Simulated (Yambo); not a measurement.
G0W0@LDA for AgCl (space group Cmcm, No. 63) in Yambo. Reference settings: 4×4×4 Γ-centred k mesh, bands 9 to 99 and a 6 Ry block in the screening, 99 bands in G with the Bruneval-Gonze terminator, plasmon pole fitted at 27.2 eV. The LDA gap (0.25, 0.25, 0) → Γ on this mesh is 0.28 eV; G0W0 gaps are taken between the same points.

With and without the terminator, as bands are cut:

| bands in G (in W) | gap, terminator (eV) | gap, none (eV) | valence shift, terminator (eV) | valence shift, none (eV) |
|---|---|---|---|---|
| 36 (36) | 2.380 | 2.335 | -0.636 | -0.303 |
| 47 (47) | 2.100 | 2.037 | -0.653 | -0.324 |
| 62 (62) | 1.934 | 1.843 | -0.695 | -0.395 |
| 80 (80) | 1.840 | 1.744 | -0.742 | -0.481 |
| 99 (99) | 1.783 | 1.678 | -0.772 | -0.538 |

Over this range the gap spans 0.597 eV with the terminator and 0.657 eV without, the valence shift 0.136 eV and 0.235 eV. Neither column has reached its limit for certain.

Spin-orbit coupling is not included.

Geometry relaxed with LDA; primitive cell a = b = 5.614 Å, c = 3.774 Å, α = β = 90.00°, γ = 141.94°.

This is not the ordinary phase of the substance; no match was found in the copy of COD used, and its stability was not checked.

A shift is the quasiparticle energy of the state minus its LDA energy.
